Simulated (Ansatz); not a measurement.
AlPd in space group Cmcm (No. 63; Al on 4c, Pd on 4c), DFT-r²SCAN in the program Ansatz with PAW potentials, all energies at zero smearing, with the estimated change up to a 700 eV cutoff added, with one set of potentials and settings (totals compare only within such a set). Cell of 4 atoms (2 Al, 2 Pd): -15055.246 eV.

```
element             reference phase  E (eV/atom)
-------  --------------------------  -----------
Al       Fm-3m, 1 atoms in the cell    -540.4106
Pd       Fm-3m, 1 atoms in the cell   -6985.7628
```

Formation energy per atom, worked out: (-15055.246 − 2×(-540.4106) − 2×(-6985.7628))/4 = -0.725 eV/atom (-70 kJ per mol of atoms), at 0 K, without zero-point energy or fitted corrections.

The start of the workflow was typed in or built on a structure type; neither database checked (COD, Materials Project) lists it. Whether it is the stable phase at ambient conditions was not checked. The cell was relaxed with r²SCAN under the symmetry of its start; whether a distortion lowers the energy is not shown. No spin polarisation was allowed. The references are the lowest solids computed at this level, not always the standard phases.

Potentials: the earlier of the program's two PAW sets.
